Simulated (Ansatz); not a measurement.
Space group P6/mmm (No. 191). a = 4.183 Å, b = 4.183 Å, c = 2.647 Å, α = 90.00°, β = 90.00°, γ = 120.00°
```csv
atom,site,symmetry,x,y,z
Li,2d,-6m2,0.3333,0.6667,0.5000
Pt,1a,6/mmm,0.0000,0.0000,0.0000
```

Equation of state of this Li2Pt structure (not necessarily the ground state), with shape and atoms relaxed at each volume where symmetry leaves them free. It has no gap at any of these volumes. All numbers below come from Ansatz 0.2.0, DFT r2SCAN, scalar-relativistic, plane waves, PAW.

Settings: cutoff 500 eV, Γ-centred mesh 12×12×16 on the computed 3-atom cell, Gaussian smearing of 0.10 eV; no spin polarisation.

```
V (Å³/atom) E − E(largest V) (meV/atom) P (GPa)
     12.567                         1.91     4.73
     12.968                        -6.67     2.18
     13.370                        -9.32    -0.02
     13.771                        -6.86    -1.91
     14.172                         0.00    -3.54
```

Problem. Fit a third-order Birch–Murnaghan equation to E(V).

Solution. V0 = 13.37 Å³/atom, B0 = 68 GPa, B0' = 4.0.

Spin-orbit coupling is left out, which matters for the bands of heavy elements.